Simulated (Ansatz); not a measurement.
Phonons of Ge2Sb2Te5 (Ge2Sb2Te5-Kooi type, space group P-3m1) at Γ.

Ge$_{2}$Sb$_{2}$Te$_{5}$ (Ge2Sb2Te5-Kooi type, space group P-3m1)

```yaml
crystal:
  lattice:
    - [4.29363, 0.00000, 0.00000]
    - [-2.14681, 3.71839, 0.00000]
    - [0.00000, 0.00000, 17.63592]
  atoms:
    - { symbol: Te, position: [0.00000, 0.00000, 0.00000] }
    - { symbol: Ge, position: [0.66667, 0.33333, 0.09824] }
    - { symbol: Ge, position: [0.33333, 0.66667, 0.90176] }
    - { symbol: Te, position: [0.33333, 0.66667, 0.19409] }
    - { symbol: Te, position: [0.66667, 0.33333, 0.80591] }
    - { symbol: Sb, position: [0.00000, 0.00000, 0.30944] }
    - { symbol: Sb, position: [0.00000, 0.00000, 0.69056] }
    - { symbol: Te, position: [0.66667, 0.33333, 0.40641] }
    - { symbol: Te, position: [0.33333, 0.66667, 0.59359] }
```

The numbers are results of PBE (plane waves to 420 eV, PAW, scalar-relativistic; Ansatz, a program for electronic structure), not measurements. Harmonic phonons by density-functional perturbation theory on a 8×8×2 k mesh, in cm⁻¹; i marks imaginary ones, q is in fractions of the reciprocal vectors of the cell shown, and the three acoustic modes at Γ are left out. The non-analytic (LO-TO) term is not included, so polar modes at Γ have their transverse values. This mesh is coarse for a metal or narrow-gap crystal: a denser one can move the values by 10 % and more. Ge2Sb2Te5 was relaxed with its symmetry unable to fall. Spin-orbit coupling is left out, though Sb and Te are heavy. The PAW data are Ansatz's earlier set.

| q | wavenumbers (cm⁻¹) |
|---|---|
| Γ | 39i (×2), 26 (×2), 37, 50 (×2), 66, 74 (×2), 91 (×2), 96, 99 (×2), 107 (×2), 108, 113 (×2), 119, 154, 164, 165 |

Highest mode: 165 cm⁻¹ at Γ.
